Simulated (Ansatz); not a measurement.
Te2W in space group P6_3/mmc (No. 194; Te on 4f, W on 2c) at seven volumes, DFT-LDA in the program Ansatz with PAW potentials, shape and atoms relaxed at each. One row is withheld.

| V (Å³/atom) | P (GPa) |
|---|---|
| 21.944 | 6.05 |
| 22.667 | ? |
| 23.391 | 1.45 |
| 24.114 | 0.00 |
| 24.837 | -0.94 |
| 25.561 | -1.43 |
| 26.284 | -1.62 |

**Question.** Fit the shown pressures and predict the withheld one.

**Answer.** P = (3/2)B₀(x^(7/2) − x^(5/2))[1 + (3/4)(B′ − 4)(x − 1)] with x = (V₀/V)^(2/3). Least squares on the six rows gives V₀ = 24.124 Å³/atom, B₀ = 36.8 GPa, B′ = 13.02. At V = 22.667, x = 1.0424 and P = 3.34 GPa. The run itself gave 3.40 GPa.

The workflow started from a Materials Project entry (that database holds measured and hypothetical structures alike); the Crystallography Open Database copy checked does not list it. COD files the formula under space group No. 31, so this cell is another polymorph or a model. Its standing as an ambient phase is unchecked. The LDA relaxation kept the symmetry of its start; whether a distortion lowers the energy is not shown. The run is not spin-polarised. A crystal of weakly bound layers computed without a dispersion correction: the cell and the soft elastic constants depend strongly on that. Spin–orbit coupling is left out wherever it is not named.

Potentials: the later of the program's two PAW sets.
